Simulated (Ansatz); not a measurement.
Si$_{2}$Os in space group Fddd (No. 70; Si on 16f, Os on 8a) under volume change, PBEsol (plane waves, PAW; program Ansatz), shape and atoms relaxed at each volume.

```json
[
 {"V (Å³/atom)": "12.010", "E − E(relaxed) (meV/atom)": "87.4", "P (GPa)": "25.78"},
 {"V (Å³/atom)": "12.406", "E − E(relaxed) (meV/atom)": "36.5", "P (GPa)": "15.69"},
 {"V (Å³/atom)": "12.802", "E − E(relaxed) (meV/atom)": "8.6", "P (GPa)": "7.16"},
 {"V (Å³/atom)": "13.198", "E − E(relaxed) (meV/atom)": "0.0", "P (GPa)": "0.00"},
 {"V (Å³/atom)": "13.594", "E − E(relaxed) (meV/atom)": "7.6", "P (GPa)": "-5.98"},
 {"V (Å³/atom)": "13.990", "E − E(relaxed) (meV/atom)": "28.7", "P (GPa)": "-10.95"},
 {"V (Å³/atom)": "14.386", "E − E(relaxed) (meV/atom)": "61.0", "P (GPa)": "-15.04"}
]
```

### Question
What does a third-order Birch–Murnaghan fit give for V₀, B₀ and B′?

### Answer
V₀ = 13.20 Å³/atom, B₀ = 217 GPa, B′ = 4.9.

A made-up cell: these elements were put on the sites of a structure type; neither database checked (COD, Materials Project) lists it. Whether it is the stable phase at ambient conditions was not checked. The cell was relaxed with PBEsol under the symmetry of its start; whether a distortion lowers the energy is not shown. The run is not spin-polarised. Spin–orbit coupling is left out wherever it is not named.

Potentials: the later of the program's two PAW sets.
